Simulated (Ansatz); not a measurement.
BN:
```
CELL_PARAMETERS angstrom
      2.31931     0.00000     0.00000
      0.00000     2.31931     0.00000
      0.00000     0.00000     2.31931
ATOMIC_POSITIONS crystal
  B  0.00000 0.00000 0.00000
  N  0.50000 0.50000 0.50000
```

Relaxed with PBE. Special points in fractions of this cell's reciprocal vectors: Γ (0.000, 0.000, 0.000); X (0.000, 0.500, 0.000); M (0.500, 0.500, 0.000); R (0.500, 0.500, 0.500).

Q: List the band energies nearest the Fermi level at these points for the program Ansatz at the PBE level (PAW).

A: In eV from the Fermi level; about four levels below and three above (degenerate sets whole), none deeper than 8.9 eV; … stands for higher levels left out; points with the same levels are listed once.

| k | below | above |
|---|---|---|
| Γ | -2.07 -2.07 -2.07 | 1.54 … |
| X | – | 0.55 0.55 4.26 |
| M | -3.52 | 1.61 … |
| R | -4.86 -4.86 -4.86 | … |

Space group Pm-3m (CsCl type). A made-up cell: these elements were put on the sites of a structure type; neither database checked (COD, Materials Project) lists it. It is not the phase usual at ambient conditions (space group No. 186, 194, 216). The cell was relaxed with PBE under the symmetry of its start; its stability against distortions is not shown here.

Potentials: the later of the program's two PAW sets.
